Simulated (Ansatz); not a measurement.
# Property card for BeS

BeS:
```
BeS
1.0
    3.30017     0.00000     0.00000
   -1.65008     2.85803     0.00000
    0.00000     0.00000     5.25568
Be S
2 2
Cartesian
  0.00000   0.00000   0.00000
  0.00000   0.00000   2.62784
  0.00000   1.90535   1.31392
  1.65008   0.95268   3.94176
```

Space group P6_3/mmc (No. 194), NiAs type; conventional cell a = b = 3.3002 Å, c = 5.2557 Å, α = β = 90.00°, γ = 120.00°.

Method: the program Ansatz at the r²SCAN level (PAW). Structure relaxed to zero pressure with the same functional. Other levels are named where they apply.

### Cell and energy

```json
{
  "volume_per_atom": "12.39 Å³",
  "density": "2.75 g/cm³",
  "Formation energy from the elements (no fitted shifts)": "-0.65 eV/atom"
}
```

### Electronic structure

```json
{
 "band_gap": "1.81 eV (indirect)",
 "valence_band_maximum": "at Γ",
 "conduction_band_minimum": "at K (2 equivalent valleys)",
 "smallest_direct_gap_on_the_standard_path": "4.04 eV",
 "electron_effective_mass": "0.33, 0.56, 0.56 mₑ (principal values)",
 "hole_effective_mass": "0.19, 3.6, 3.6 mₑ (principal values)",
 "HSE06 gap on the r²SCAN cell": "2.27 eV"
}
```

### Mechanics

```json
{
 "Bulk modulus (Birch–Murnaghan fit)": "112 GPa",
 "Pressure derivative B′": "3.8",
 "Elastic constants (relaxed ions, GPa)": "C11 = 196, C12 = 103, C13 = 39.7, C33 = 252, C44 = 12.7",
 "mechanical_stability": "stable (all eigenvalues of C positive)",
 "hill_bulk_and_shear_moduli": "112 and 34.5 GPa",
 "Young's modulus": "93.9 GPa",
 "Poisson's ratio": "0.36",
 "debye_temperature_from_the_elastic_constants": "513 K"
}
```

### Charges

```json
{
  "bader_charges": "Be +1.69, S -1.69 e"
}
```

This is a known high-pressure phase of the composition, computed here at zero pressure and temperature. Symmetry was held in the r²SCAN relaxation; whether a distortion lowers the energy is not shown. The references are the lowest solids computed at this level, not always the standard phases.

Potentials: the later of the program's two PAW sets.
